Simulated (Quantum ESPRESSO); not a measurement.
## AsSi6Ga (a curve over one atom's position)

A calculation, not a measurement. The program is pw.x of Quantum ESPRESSO 7.5 (plane-wave density functional theory). The cell is made up: 8 atoms on a zincblende/diamond lattice, with randomly drawn elements, strain and displacements, not relaxed. PseudoDojo standard norm-conserving files (v0.5 for PBE, v0.4.1 for LDA and PBEsol) set the functional; there is no spin polarisation, spin-orbit coupling or dispersion term, and the masses in the input are unused placeholders.

Seven runs move atom 1 (As, counted in the order of the input) along y and keep all else fixed.

Input of the run at +0.0003:

```
&control calculation='scf', pseudo_dir='./dojo.nc.sr.pbe.v0_5.standard.upf', outdir='./o', disk_io='medium', tprnfor=.true., tstress=.true. /
&system ibrav=0, nat=8, ntyp=3, nbnd=36, ecutwfc=84.00895049, nosym=.true., tot_charge=0,
 occupations='smearing', smearing='fd', degauss=0.0073498644
/
&electrons conv_thr=7.350e-09, electron_maxstep=60, /
ATOMIC_SPECIES
As 1.0 As.upf
Ga 1.0 Ga.upf
Si 1.0 Si.upf
CELL_PARAMETERS angstrom
5.4483 0.0219 0.0798
0.0219 5.4962 -0.0113
0.0798 -0.0113 5.3693
ATOMIC_POSITIONS angstrom
As 0.0877 0.0475 0.0642
Si 0.0824 2.7068 2.6163
Si 2.7773 0.0501 2.693
Ga 2.6986 2.7499 0.029
Si 1.3777 1.4276 1.3594
Si 1.5306 4.1432 4.0301
Si 4.0718 1.3494 4.0878
Si 4.1002 4.1414 1.3713
K_POINTS automatic
6 6 6 1 1 1
```

```
shift of atom 1 along y (Å)  free energy less that of the input shown (eV)  Fx on atom 1 (eV/Å)  Fy on atom 1 (eV/Å)  Fz on atom 1 (eV/Å)  pressure (GPa)  iterations
                    -0.1085                                         0.0219               -0.911                0.935               -0.811            5.57          10
                    -0.0184                                        -0.0076               -1.094               -0.280               -1.012            5.48          10
                    +0.0003                                         0.0000               -1.134               -0.533               -1.058            5.48          10
                    +0.0730                                         0.0742               -1.304               -1.504               -1.251            5.56          10
                    +0.1248                                         0.1696               -1.440               -2.178               -1.406            5.68          10
                    +0.1410                                         0.2066               -1.485               -2.385               -1.458            5.73          10
```

Question: one run is left out of the table, at +0.1103. Estimate its Fy on atom 1 (eV/Å).

Answer: -1.991. The whole row:

| shift of atom 1 along y (Å) | free energy less that of the input shown (eV) | Fx on atom 1 (eV/Å) | Fy on atom 1 (eV/Å) | Fz on atom 1 (eV/Å) | pressure (GPa) | iterations |
| --- | --- | --- | --- | --- | --- | --- |
| +0.1103 | 0.1394 | -1.400 | -1.991 | -1.361 | 5.64 | 10 |

A cubic fit gives dFy/dy = -13.48 eV/Å² at zero shift. Across the table the free energy follows the integral of the force to within 0.1 meV. A rerun of one of the cells at 1437 eV and a 8 x 8 x 8 mesh moved values by no more than 0.002 eV in energy, 0.02 GPa in stress and 0.003 eV/Å in force.